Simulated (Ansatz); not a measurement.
Input and command of a plane-wave DFT calculation in Ansatz:

```yaml
crystal:
  lattice:
    - [0.0, 3.356146, 3.356146]
    - [3.356146, 0.0, 3.356146]
    - [3.356146, 3.356146, 0.0]
  atoms:
    - { symbol: Ca, position: [0.5, 0.5, 0.5] }
    - { symbol: Zn, position: [0.0, 0.0, 0.0] }
    - { symbol: Zn, position: [0.25, 0.25, 0.25] }
    - { symbol: Zn, position: [0.75, 0.75, 0.75] }
basis:
  ecutwfc: 500
kpoints:
  mp_grid: { grid: [12, 12, 12] }
hamiltonian:
  xc: r2scan
scf:
  occupations: { method: gaussian, width: 0.1 }
output:
  forces: true
  stress: true
  eigenvalues: true
  write_density: true
  write_potential: true
  elf: true
  volumetric_format: npy
relax:
  adjacent_minimum: "off"
  f_tol: 0.005
  max_steps: 80
  cell: { stress_tol: 0.05 }
```

```bash
ansatz run input.yaml --threads 1 --pin off --max-ram 2560MiB --backend cpu --events-out ev --progress --plain --runs-dir out
```

Processor: Arm Neoverse V2, 1 thread, on a host shared with other jobs.

Problem. How long does it run, and how much memory does it take?

Solution. About 120 s on 1 thread of Arm Neoverse V2 (shared host), peak memory 0.65 GiB. It solves 28 bands at 72 k points (the mesh reduced by the symmetry that the task leaves, which can be less than the crystal's) with about 1837 plane waves (on the last cell), in 43 SCF iterations over 6 ionic steps.
